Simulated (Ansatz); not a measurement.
## Nb: from a starting cell to a relaxed one

The start is a generated cell, Nb placed in the omega structure type. The structure is fully relaxed (lattice and positions, P = 0) with PBEsol (plane waves to 420 eV, PAW, scalar-relativistic; Ansatz, an electronic-structure program). First-step values are on the input's coarse k-mesh.

Ansatz input (later rounds restart from its end on a renewed k-mesh):
Ansatz 0.2 input:
```yaml
crystal:
  lattice:
    - [4.661867, 0, 0]
    - [-2.3309335, 4.0372953, 0]
    - [0, 0, 2.835423]
  atoms:
    - { symbol: Nb, position: [0, 0, 0] }
    - { symbol: Nb, position: [0.33333333, 0.66666667, 0.5] }
    - { symbol: Nb, position: [0.66666667, 0.33333333, 0.5] }
basis: { ecutwfc: 420, ecutrho_ratio: 4, xc_grid: 2, fft_grid_basis: typed }
kpoints: { mp_grid: { grid: [8, 8, 11] } }
hamiltonian:
  xc: pbesol
  dispersion: none
  pseudopotentials: { azcp: { folder: ./paw }, kind: paw }
scf: { occupations: { method: fermi_dirac, width: 0.05 } }
relax: { f_tol: 0.01, max_steps: 100, cell: { stress_tol: 0.02 } }
output: { forces: true, stress: true }
```

Outcome: The space group stays P6/mmm (No. 191) (the run could not lower it), with 3 atoms in the primitive cell
Energy released: 0.09 eV/atom
Volume change: +0.3 %, from 17.79 to 17.84 Å³/atom
Band gap at the end: no gap (metallic)
Optimiser moves: 8

Final values are on a 11×11×17 k-mesh of the relaxed cell. No spin polarisation in the result.

The run could not lose the symmetry of its start: the end is stationary, and may be a saddle point rather than a minimum.

All atoms sit on sites fixed by symmetry, so only the cell could relax.

The relaxed structure here is a generated cell of Nb: the first start was made by placing the elements on the sites of a structure type, and the end was not matched to a known phase here, so it may be hypothetical. Known forms of Nb include space group No. 229.
